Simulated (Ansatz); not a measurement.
All-electron LAPW in Ansatz 0.2.0 under PBEsol, scalar-relativistic, energies extrapolated to zero smearing. Slabs are 1×1 cells cut from bulk crystals relaxed on PAW files, with atoms then relaxed, 16 to 20 Å of vacuum, a dipole correction, k spacings of 0.16 to 0.26 Å⁻¹ and smearing of 0.02 to 0.1 eV, without spin–orbit coupling or spin polarisation. The bulk type named needn't be the stable one, and no reconstruction is allowed.

(1) Order these slabs by surface energy, lowest first.
A. fcc Ir (110), 5 layers
B. fcc Ir (111), 6 layers
C. fcc Ir (100), 5 layers

Results:

(1) B (2.68 J/m²), C (3.28 J/m²), A (3.35 J/m²).
